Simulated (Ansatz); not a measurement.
Calculated with Ansatz: RbLuS₂, relaxation

The command:

```bash
ansatz run input.yaml --threads 2 --pin off --max-ram 2560MiB --backend cpu --events-out ev --progress --plain --runs-dir out
```

The input file (Ansatz 0.2.0, plane waves):

```yaml
crystal:
  lattice:
    - [4.036189, 0.0, 0.0]
    - [-2.018094, 3.495446, 0.0]
    - [0.0, -2.330294, 7.635607]
  atoms:
    - { symbol: S, position: [0.2322, 0.4644, 0.6966] }
    - { symbol: S, position: [0.7678, 0.5356, 0.3034] }
    - { symbol: Lu, position: [0.5, 0.0, 0.5] }
    - { symbol: Rb, position: [0.0, 0.0, 0.0] }
  symmetry: { tolerance: 0.0003 }
kpoints:
  mp_grid: { grid: [6, 6, 6], shift: [0, 0, 0] }
magnetization:
  noncollinear: true
  spin_orbit: true
scf:
  occupations: { method: fermi_dirac }
  lower_state_search: "off"
hamiltonian:
  pseudopotentials: { kind: paw_fr }
  xc: lda
basis:
  ecutwfc: 420
  fft_grid_basis: typed
relax:
  max_steps: 40
output:
  forces: true
  stress: true
  eigenvalues: true
  bader: true
  populations: true
  elf: true
  write_potential: true
  volumetric_format: npy
  dos:
    e_range: [-12, 8]
    de: 0.05
    projected: { site_lists: { Lu: [Lu], Rb: [Rb], S: [S] } }
    method: { smearing: { sigma: 0.1, scheme: gaussian } }
checkpoint:
  read: saved_state
```

Origin of the cell: a known structure type with other elements, at an estimated volume, so it need not be a known compound.

The smearing width isn't typed, so it takes its default of 0.1 eV.

The saved state is a converged single point of the same cell.

Steps:

```json
{"step": "1", "ΔF (meV/atom)": "0.0", "max force component (eV/Å)": "0.744", "SCF iterations": "7", "step was": "accepted"}
{"step": "2", "ΔF (meV/atom)": "-3.4", "max force component (eV/Å)": "0.681", "SCF iterations": "6", "step was": "accepted"}
{"step": "3", "ΔF (meV/atom)": "-18.1", "max force component (eV/Å)": "0.019", "SCF iterations": "5", "step was": "accepted"}
{"step": "4", "ΔF (meV/atom)": "-18.1", "max force component (eV/Å)": "0.019", "SCF iterations": "4", "step was": "accepted"}
{"step": "5", "ΔF (meV/atom)": "-18.1", "max force component (eV/Å)": "0.000", "SCF iterations": "4", "step was": "accepted"}
```

Step 1, with forces in eV/Å:

```xyz
4
Lattice="4.036 0.000 0.000 -2.018 3.495 0.000 0.000 -2.330 7.636" Properties=species:S:1:pos:R:3:forces:R:3 pbc="T T T" step=1
S     0.000    0.000    5.319    0.000    0.000   -0.744
S     2.018    1.165    2.317    0.000    0.000    0.744
Lu    2.018   -1.165    3.818    0.000    0.000    0.000
Rb    0.000    0.000    0.000    0.000    0.000    0.000
```

Step 2, with forces in eV/Å:

```xyz
4
Lattice="4.036 0.000 0.000 -2.018 3.495 0.000 0.000 -2.330 7.636" Properties=species:S:1:pos:R:3:forces:R:3 pbc="T T T" step=2
S     0.000    0.000    5.136    0.000    0.000    0.681
S     2.018    1.165    2.499    0.000    0.000   -0.681
Lu    2.018   -1.165    3.818    0.000    0.000    0.000
Rb    0.000    0.000    0.000    0.000    0.000    0.000
```

Step 3, with forces in eV/Å:

```xyz
4
Lattice="4.036 0.000 0.000 -2.018 3.495 0.000 0.000 -2.330 7.636" Properties=species:S:1:pos:R:3:forces:R:3 pbc="T T T" step=3
S     0.000    0.000    5.225    0.000    0.000   -0.019
S     2.018    1.165    2.411    0.000    0.000    0.019
Lu    2.018   -1.165    3.818    0.000    0.000    0.000
Rb    0.000    0.000    0.000    0.000    0.000    0.000
```

Step 4, with forces in eV/Å:

```xyz
4
Lattice="4.036 0.000 0.000 -2.018 3.495 0.000 0.000 -2.330 7.636" Properties=species:S:1:pos:R:3:forces:R:3 pbc="T T T" step=4
S     0.000    0.000    5.225    0.000    0.000   -0.019
S     2.018    1.165    2.411    0.000    0.000    0.019
Lu    2.018   -1.165    3.818    0.000    0.000    0.000
Rb    0.000    0.000    0.000    0.000    0.000    0.000
```

Step 5, with forces in eV/Å:

```xyz
4
Lattice="4.036 0.000 0.000 -2.018 3.495 0.000 0.000 -2.330 7.636" Properties=species:S:1:pos:R:3:forces:R:3 pbc="T T T" step=5
S     0.000    0.000    5.222    0.000    0.000    0.000
S     2.018    1.165    2.413    0.000    0.000    0.000
Lu    2.018   -1.165    3.818    0.000    0.000    0.000
Rb    0.000    0.000    0.000    0.000    0.000    0.000
```

```yaml
Free_energy_lowered_by: 18.1 meV/atom
Final_pressure: -4.49 GPa
Relaxation_steps_listed: 5
```

Caveats: the SCF threshold is looser than advised for a stress; the relaxation held the start's symmetry, so the end may be a saddle point.

Time: 110 s on 2 threads of Arm Neoverse V2, on a shared host, peak memory 0.8 GiB, from a saved density.
